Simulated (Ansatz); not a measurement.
SiBiO$_{3}$: computed property card

SiBiO3:
```yaml
crystal:
  lattice:
    - [3.35937, 0.00000, 0.00000]
    - [0.00000, 3.35937, 0.00000]
    - [0.00000, 0.00000, 5.61316]
  atoms:
    - { symbol: Si, position: [0.50000, 0.50000, 0.60769] }
    - { symbol: Bi, position: [0.00000, 0.00000, 0.16328] }
    - { symbol: O, position: [0.00000, 0.50000, 0.51143] }
    - { symbol: O, position: [0.50000, 0.00000, 0.51143] }
    - { symbol: O, position: [0.50000, 0.50000, 0.89636] }
```

Space group P4mm (No. 99); conventional cell a = b = 3.3594 Å, c = 5.6132 Å, α = β = γ = 90.00°.

Method: the program Ansatz at the r²SCAN level (PAW). Structure relaxed to zero pressure with the same functional. Other levels are named where they apply.

**Cell and energy**

```
Property                                                      Result
-----------------------------------------------------  -------------
Volume per atom                                             12.67 Å³
Density                                                   7.47 g/cm³
Formation energy from the elements (no fitted shifts)  -1.67 eV/atom
```

**Electronic structure**

```
Item                                                                         Value
------------------------------------  --------------------------------------------
Electronic character                                             metallic (no gap)
Density of states at the Fermi level  0.25 states/eV per atom (mean over ±0.08 eV)
Gap with spin–orbit coupling                                       none (metallic)
```

**Mechanics**

```
Item                                 Result
----------------------------------  -------
Bulk modulus (Birch–Murnaghan fit)  139 GPa
Pressure derivative B′                  5.1
```

**Charges**

```
Property                                       Result
-------------  --------------------------------------
Bader charges  Si +3.32, Bi +1.37, O -1.58 to -1.52 e
```

The start of the workflow was typed in or built on a structure type; neither database checked (COD, Materials Project) lists it. Its standing as an ambient phase is unchecked. The r²SCAN relaxation kept the symmetry of its start; its stability against distortions is not shown here. The volume moved by 20 % from the start of the relaxation. With an odd number of electrons in the cell and no spin polarisation, the count alone makes it a metal. The references are the lowest solids computed at this level, not always the standard phases (solids in place of the gases). Spin–orbit coupling is left out wherever it is not named.

Potentials: the earlier of the program's two PAW sets. The files were generated under PBE; for other functionals the program regenerates the frozen cores, and for LDA and PBEsol the local potential too.
